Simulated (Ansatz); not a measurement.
RbCl (rock salt, space group No. 225), LDA in the plane-wave PAW code Ansatz: ε∞ = 2.52, cell volume 64.87 Å³. Infrared-active transverse modes:

```csv
ω_TO (cm⁻¹),oscillator strength S_xx (e²/amu)
131.6,0.05350
```

**Question.** Compute the static dielectric constant.

**Answer.** Each mode adds (4.921e7/V) S/ω²: 2.34. So ε0 = 4.86.

**Question.** What LO frequency does the Lyddane–Sachs–Teller relation give?

**Answer.** ω_LO = ω_TO √(ε0/ε∞) = 183 cm⁻¹.

Space group Fm-3m (rock salt). The LDA relaxation kept the symmetry of its start; phonons on a q-mesh show no instability. Spin–orbit coupling is left out wherever it is not named.

Potentials: the later of the program's two PAW sets.
